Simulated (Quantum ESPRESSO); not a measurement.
# Different elements on one site among Al Ga Hf

Calculated results; nothing here was measured. They come from Quantum ESPRESSO 7.5, a public plane-wave density functional program. Each row is one single-point run on a made-up periodic cell of eight metal atoms, with elements, volume, strain and displacements drawn at random and not relaxed, so a cell may be unstable or far from any real phase. There is no spin polarisation or spin-orbit coupling.

Settings: PBE unless stated; PseudoDojo standard norm-conserving files; Fermi-Dirac width 0.25 eV, which means electrons at about 2900 K; cutoff 1197 eV; 5 x 5 x 4 k mesh shifted half a step off Gamma. E is the free energy of the whole cell (internal energy minus TS), so a -TS column is already part of it. Stress is positive in tension, and the pressure P is minus a third of its trace.

Checks: one run of this series was repeated at a higher cutoff and on a denser mesh, which moved values by no more than 0.005 eV, 0.03 GPa and 0.008 eV/Å, and a second program with other atomic files agreed on it to 2 % rms in force and 0.5 GPa in pressure. Known limits: heavy elements are run without spin-orbit coupling, which real alloys of them have; a spin test at this wide smearing found no moment, but such smearing suppresses magnetism that the real alloy may have.

The lattice is hexagonal close-packed, and the cell vectors in Å are (4.596, -2.647, -0.049); (-3.049, -0.068, -5.026); (3.076, 5.315, 0.056), a volume of 164.03 Å³. The elements on sites 1 to 8 are Al Hf Hf X Hf Hf Ga Ga. The runs change X and keep the cell and the displaced positions. The column v is a rough volume for each atom of the pure element, close to PBE values, from general knowledge and not from these runs. Energies are left out, as each element's file has its own zero.

```
run   X  v (Å³)  -TS (eV)  force on X (eV/Å)  rms force (eV/Å)  P (GPa)
  1  Ti    17.3    -1.563              0.371             0.388    -4.56
  2  Zr    23.4    -1.425              0.661             0.461    -1.34
  3  Rh    14.1    -1.588              0.134             0.351    -7.37
  4  Hf    22.5         ?                  ?                 ?        ?
  5   W    16.1    -1.472              0.324             0.407    -7.40
```

## Worked fit

A straight line through the runs shown gives P = -17.3 + 0.687 v GPa with v in Å³, an error of 0.149 on the slope and a scatter of 1.04 GPa. At this fixed volume the pressure tends to rise with the size of X.

## Withheld run

Question: what pressure should run 4, with Hf, give?

The fit gives -1.84 ± 1.36 GPa. The calculation gave -1.87 GPa.
